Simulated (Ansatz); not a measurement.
LiTaO₃ in space group P4mm (No. 99; Ta on 1b, Li on 1a, O on 1b, O on 2c), plane-wave PAW LDA (Ansatz code), all energies at zero smearing, with the estimated change up to a 700 eV cutoff added, with one set of potentials and settings (totals compare only within such a set). Cell of 5 atoms (1 Ta, 1 Li, 3 O): -11556.733 eV.

```csv
element,reference phase,E (eV/atom)
Ta,"Im-3m, 1 atoms in the cell",-9683.3646
Li,"P6_3/mmc, 2 atoms in the cell",-201.6434
O,"C2/m, 4 atoms in the cell, spin-polarised",-552.6597
```

Formation energy per atom, worked out: (-11556.733 − 1×(-9683.3646) − 1×(-201.6434) − 3×(-552.6597))/5 = -2.749 eV/atom (-265 kJ per mol of atoms), at 0 K, without zero-point energy or fitted corrections.

The start of the workflow was typed in or built on a structure type; neither database checked (COD, Materials Project) lists it. It is not the phase usual at ambient conditions (space group No. 161). Symmetry was held in the LDA relaxation. At this level the phase is dynamically unstable (imaginary phonons). The run is not spin-polarised. The references are the lowest solids computed at this level, not always the standard phases (solids in place of the gases). Scalar-relativistic: spin–orbit coupling is off unless named, which matters more the heavier the elements.

Potentials: the earlier of the program's two PAW sets.
